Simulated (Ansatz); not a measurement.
A relaxed cell of Ga2GeO2 is given with its symmetry left out. The cell was found from a structure generator's guess, not taken from experiment.

Level of theory: Ansatz 0.2.0, DFT PBE, scalar-relativistic, plane waves, PAW. Cutoff 420 eV, Γ-centred mesh, Gaussian smearing, no spin polarisation.

```yaml
crystal:
  lattice:
    - [3.82812, 0.00000, 0.00000]
    - [-1.91406, 3.31525, 0.00000]
    - [0.00000, 0.00000, 6.63611]
  atoms:
    - { symbol: Ga, position: [0.33333, 0.66667, 0.72720] }
    - { symbol: Ga, position: [0.33333, 0.66667, 0.27280] }
    - { symbol: Ge, position: [0.66667, 0.33333, 0.50000] }
    - { symbol: O, position: [0.00000, 0.00000, 0.00000] }
    - { symbol: O, position: [0.33333, 0.66667, 0.00000] }
```

The zero of energy is the elements' standard structures at the same level (O₂ as a molecule); no fitted shifts are applied.

(1) What space group does it have?

(2) What is its formation energy per atom?

(3) Is it a metal?

Results:

(1) P-6m2 (No. 187). Conventional cell: a = 3.828 Å, c = 6.636 Å. Ga is surrounded by 1 O at 1.81 Å, 3 Ge at 2.68 Å and 3 O at 2.86 Å; Ge has 6 Ga at 2.68 Å; around O on its first site lie 3 O at 2.21 Å and 6 Ga at 2.86 Å (long contacts); O on its second site is surrounded by 2 Ga at 1.81 Å and 3 O at 2.21 Å.

(2) +0.23 eV/atom. A positive value: parting into the elements would lower its energy.

(3) Yes, bands cross the Fermi level on the 12×12×6 mesh.

The last run used a 12×12×6 mesh (in the run's order of axes) for its 5-atom cell and Gaussian smearing of 0.10 eV. Symmetry constrained the relaxation, so the result can be a saddle point. Another cell of Ga2GeO2 relaxed alike, in P-3m1, lies 1.18 eV/atom lower, so this cell isn't the stable form at this level.
